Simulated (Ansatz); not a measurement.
GeW (rock salt, Fm-3m) at seven volumes, DFT-PBE in the program Ansatz with PAW potentials, scaled uniformly. One row is withheld.

```tsv
V (Å³/atom)	P (GPa)
15.590	19.99
16.104	12.20
16.618	5.60
17.132	0.00
17.646	?
18.160	-8.77
18.674	-12.18
```

Question: Fit the shown pressures and predict the withheld one.

Answer: P = (3/2)B₀(x^(7/2) − x^(5/2))[1 + (3/4)(B′ − 4)(x − 1)] with x = (V₀/V)^(2/3). Least squares on the six rows gives V₀ = 17.132 Å³/atom, B₀ = 171 GPa, B′ = 4.48. At V = 17.646, x = 0.9805 and P = -4.73 GPa. The run itself gave -4.75 GPa.

The cell is a constructed one: a structure type filled with these elements; neither database checked (COD, Materials Project) lists it. Its standing as an ambient phase is unchecked. The PBE relaxation kept the symmetry of its start; its stability against distortions is not shown here. The run is not spin-polarised. Scalar-relativistic: spin–orbit coupling is off unless named, which matters more the heavier the elements.

Potentials: the later of the program's two PAW sets.
